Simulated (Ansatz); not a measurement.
Data:

Relaxed LiH (rock salt):

```
LiH
1.0
    0.00000     4.00712     4.00712
    2.00356     2.00356     4.00712
    2.00356     2.00356     0.00000
H Li
2 2
Direct
  0.00000   0.00000   0.00000
  0.50000   0.00000   0.00000
  0.00000   0.50000   0.50000
  0.50000   0.50000   0.50000
```

The atoms are displaced by Q × the pattern below (from a DFPT mode at X = (0.5, 0.5, 0.0), largest move 1; Q in Å), at fixed cell. It is one choice among 2 degenerate patterns. (q is in reciprocal vectors of the primitive cell; the cell shown is doubled to hold the pattern.)

```csv
atom,x,y,z
H1,0.000,-0.183,0.000
H2,0.000,0.183,0.000
Li3,0.000,1.000,0.000
Li4,0.000,-1.000,0.000
```

All values below come from PBE (plane waves to 420 eV, PAW, scalar-relativistic; Ansatz, a program for electronic structure). k mesh 14×14×14 (Γ-centred), Fermi-Dirac smearing 0.05 eV. E stands for the smeared free energy. LiH was relaxed with its symmetry unable to fall. ΔE is measured from the undisplaced structure.

The scan covers Q from -0.280 to 0.280 Å in 13 points.

Which space group does the distorted structure have?

Cmcm (No. 63), lowered from Fm-3m.

What is the energy change at Q = 0.280 Å?

214.1 meV/cell.

What harmonic wavenumber does the curvature at Q = 0 give?

314 cm⁻¹.

(A displaced cell: forces are minus the slopes of the energy, force constants its curvatures, and phonons follow from these.)
